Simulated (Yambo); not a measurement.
G0W0@LDA for CdS (zinc blende, space group F-43m, No. 216) in Yambo. Reference settings: 4×4×4 Γ-centred k mesh, bands 5 to 118 and a 10 Ry block in the screening, 118 bands in G with the Bruneval-Gonze terminator, plasmon pole fitted at 27.2 eV. The LDA gap Γ → Γ on this mesh is 0.94 eV; G0W0 gaps are taken between the same points.

The settings were changed. The gap went from 2.28 eV to 2.23 eV, and the shift of the valence edge from -0.92 eV to -0.81 eV.

Name the change that produced these shifts.
A. no point-group symmetry
B. 42 bands in G
C. no terminator
D. 42 bands in G, no terminator

C, no terminator. The others gave (gap, valence shift): 42 bands in G: 2.30, -0.91 eV; 42 bands in G, no terminator: 2.11, -0.42 eV; no point-group symmetry: 2.28, -0.93 eV.

Spin-orbit coupling is not included.

Geometry relaxed with LDA; primitive cell a = 4.072 Å, b = 4.072 Å, c = 4.072 Å, α = 60.00°, β = 60.00°, γ = 60.00°.

A shift is the quasiparticle energy of the state minus its LDA energy.
